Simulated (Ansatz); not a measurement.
GaP:
```xyz
2
Lattice="0.0000 2.7257 2.7257 2.7257 0.0000 2.7257 2.7257 2.7257 0.0000" Properties=species:S:1:pos:R:3 pbc="T T T"
Ga     1.3628     1.3628     1.3628
P      2.7257     2.7257     2.7257
```

Relaxed with r²SCAN.

**Question.** Give the Bader charges and basin volumes of the independent atoms, r²SCAN in the plane-wave PAW code Ansatz.

**Answer.** 

```tsv
atom	Bader charge (e)	Bader volume (Å³)
Ga1	+0.91	14.8
P2	-0.91	25.8
```

Space group F-43m (zinc blende). The r²SCAN relaxation kept the symmetry of its start. Scalar-relativistic: spin–orbit coupling is off unless named, which matters more the heavier the elements.

Potentials: the later of the program's two PAW sets.
